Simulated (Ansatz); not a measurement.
A geometry of HfO$_{2}$ away from equilibrium: the start of the relaxation of a relaxed HfO2 cell shaken by Gaussian noise of σ = 0.08 Å a coordinate. Level of theory: r2SCAN (plane waves to 500 eV, PAW, scalar-relativistic; Ansatz, a first-principles code). Γ-centred k-mesh 4×4×2 on the run's cell (coarser than for final values), Fermi–Dirac smearing 0.05 eV.

```xyz
12
Lattice="6.3408 0.0000 0.0000 -3.1704 5.4913 0.0000 0.0000 0.0000 10.3417" Properties=species:S:1:pos:R:3:forces:R:3 pbc="T T T" free_energy=-67502.137 pressure_GPa=1.4
Hf     0.0275     3.5719     0.6822   -0.2450    1.2115   -3.2446
Hf     3.2415     1.8007     5.7522   -4.2757   -1.4543    2.0996
Hf     3.0915     1.7926     9.6043    3.5806   -1.4827    4.9385
Hf    -0.0041     3.6279     4.6401   -1.4134   -0.2151   -4.9220
O     -0.0905     3.7239     2.4969    0.1404   -0.2665    6.0764
O      3.1651     1.8097     7.7734    0.0642    0.0439   -5.2284
O      3.3301    -0.0938    -0.0525   -0.6897    1.0526   -0.5442
O      1.4860     2.6694     5.1775    3.1258   -1.1681    1.1254
O     -1.5287     2.6799     0.0241   -2.0978   -0.9164   -1.1025
O      3.0219    -0.0552     5.0556    0.7371    2.5365    1.1951
O      1.6278     2.6934     0.0226   -0.3922   -0.0804    0.1395
O     -1.6177     2.7558     5.2655    1.4657    0.7390   -0.5326
```

Positions in Å, forces in eV/Å, free energy of the cell in eV (comparable only within this code, potentials and settings). Largest force: 6.28 eV/Å, on Hf3 (atoms numbered as listed); the geometry lies 0.15 eV/atom above the end of its relaxation.

No spin polarisation in the result.

The end of the path is a generated cell of HfO2: the first start was made by placing the elements on the sites of a structure type, and the end was not matched to a known phase here, so it may be hypothetical. Known forms of HfO2 include space group No. 14, 29, 137, 225.
